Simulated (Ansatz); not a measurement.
Consider the following.

WC:
Space group P6₃/mmc (No. 194); a = b = 2.9167 Å, c = 5.7546 Å, α = β = 90.00°, γ = 120.00°

| atom | site | symmetry | x | y | z |
|---|---|---|---|---|---|
| W | 2a | -3m. | 0.0000 | 0.0000 | 0.0000 |
| C | 2c | -6m2 | 0.3333 | 0.6667 | 0.2500 |

This is the PBE-relaxed structure.

Question: All from DFT-PBE in the program Ansatz with PAW potentials, unless another level is named. Give the electronic character.

Answer: metallic (no gap).

Question: And the formation energy from the elements (no fitted shifts)?

Answer: 0.057 eV/atom.

Question: Next, the density of states at the Fermi level?

Answer: 0.31 states/eV per atom (mean over ±0.08 eV).

Space group P6_3/mmc (NiAs type). A made-up cell: these elements were put on the sites of a structure type; neither database checked (COD, Materials Project) lists it. It is not the phase usual at ambient conditions (space group No. 187). The cell was relaxed with PBE under the symmetry of its start; whether a distortion lowers the energy is not shown. The run is not spin-polarised. The references are the lowest solids computed at this level, not always the standard phases. Scalar-relativistic: spin–orbit coupling is off unless named, which matters more the heavier the elements.

Potentials: the later of the program's two PAW sets.
